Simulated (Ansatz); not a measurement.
Ca (bcc (W type), Im-3m) under volume change, LDA (plane waves, PAW; program Ansatz), scaled uniformly.

```
V (Å³/atom)  E − E(relaxed) (meV/atom)  P (GPa)
-----------  -------------------------  -------
34.120                            20.8     2.12
35.245                             8.8     1.31
36.370                             2.1     0.61
37.495                             0.0     0.00
38.619                             1.9    -0.52
39.744                             7.2    -0.98
40.869                            15.5    -1.37
```

What does a third-order Birch–Murnaghan fit give for V₀, B₀ and B′?

V₀ = 37.50 Å³/atom, B₀ = 18.8 GPa, B′ = 3.8.

This is a known high-temperature phase of the composition, computed here at zero pressure and temperature. The LDA relaxation kept the symmetry of its start; phonons on a q-mesh show no instability.

Potentials: the later of the program's two PAW sets.
